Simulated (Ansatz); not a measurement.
MgI2:
```yaml
crystal:
  lattice:
    - [4.07644, 0.00000, 0.00000]
    - [-2.03822, 3.53030, 0.00000]
    - [0.00000, 0.00000, 6.68897]
  atoms:
    - { symbol: Mg, position: [0.00000, 0.00000, 0.00000] }
    - { symbol: I, position: [0.33333, 0.66667, 0.24770] }
    - { symbol: I, position: [0.66667, 0.33333, 0.75230] }
```

Relaxed with LDA.

### Question
Give the optical modes at the zone centre with their infrared and Raman activity from DFPT, LDA in the plane-wave PAW code Ansatz.

### Answer
Transverse frequencies, without the LO–TO term; a row sums one degenerate level.

```tsv
ω (cm⁻¹)	degeneracy	IR ((D/Å)²/amu)	Raman (Å⁴/amu)	activity	symmetry
68	2	0.00	1.5	Raman	Eg
111	1	0.00	65	Raman	A1g
184	2	12.63	0	IR	Eu
269	1	2.83	0	IR	A2u
```

### Question
How high does the top mode go among those that the LO–TO term moves?

### Answer
252 cm⁻¹ for q along x, 252 cm⁻¹ for q along y, 295 cm⁻¹ for q along z.

Space group P-3m1 (CdI2 type). The cell was relaxed with LDA under the symmetry of its start; phonons on a q-mesh show no instability. A crystal of weakly bound layers computed without a dispersion correction: the cell and the soft elastic constants depend strongly on that. Spin–orbit coupling is left out wherever it is not named.

Potentials: the later of the program's two PAW sets.
